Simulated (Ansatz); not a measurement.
Computed properties of ReC

ReC:
```cif
data_CRe
_chemical_formula_sum 'Re1 C1'
_space_group_name_H-M_alt 'Pm-3m'
_space_group_IT_number 221
_space_group_name_Hall '-P 4 2 3'
_cell_length_a 2.69204
_cell_length_b 2.69204
_cell_length_c 2.69204
_cell_angle_alpha 90.000
_cell_angle_beta 90.000
_cell_angle_gamma 90.000
loop_
_atom_site_label
_atom_site_type_symbol
_atom_site_symmetry_multiplicity
_atom_site_Wyckoff_symbol
_atom_site_fract_x
_atom_site_fract_y
_atom_site_fract_z
_atom_site_occupancy
Re1 Re 1 a 0.00000 0.00000 0.00000 1
C1 C 1 b 0.50000 0.50000 0.50000 1
```

Space group Pm-3m (No. 221), CsCl type; conventional cell a = b = c = 2.6920 Å, α = β = γ = 90.00°.

Method: PBE in the plane-wave PAW code Ansatz. The cell and atoms are relaxed at this level. Other levels are named where they apply.

### Cell and energy

Volume per atom: 9.75 Å³
Density: 16.87 g/cm³
Formation energy from the elements (no fitted shifts): 1077 meV/atom

### Electronic structure

- Electronic character = metallic (no gap)
- Density of states at the Fermi level = 0.53 states/eV per atom (mean over ±0.08 eV)
- Gap with spin–orbit coupling = none (metallic)

### Mechanics

- Bulk modulus (Birch–Murnaghan fit) = 3960 kbar
- Pressure derivative B′ = 4.5

The cell is a constructed one: a structure type filled with these elements; neither database checked (COD, Materials Project) lists it. Whether it is the stable phase at ambient conditions was not checked. The cell was relaxed with PBE under the symmetry of its start; its stability against distortions is not shown here. The run is not spin-polarised. The references are the lowest solids computed at this level, not always the standard phases. Scalar-relativistic: spin–orbit coupling is off unless named, which matters more the heavier the elements.

Potentials: the earlier of the program's two PAW sets.
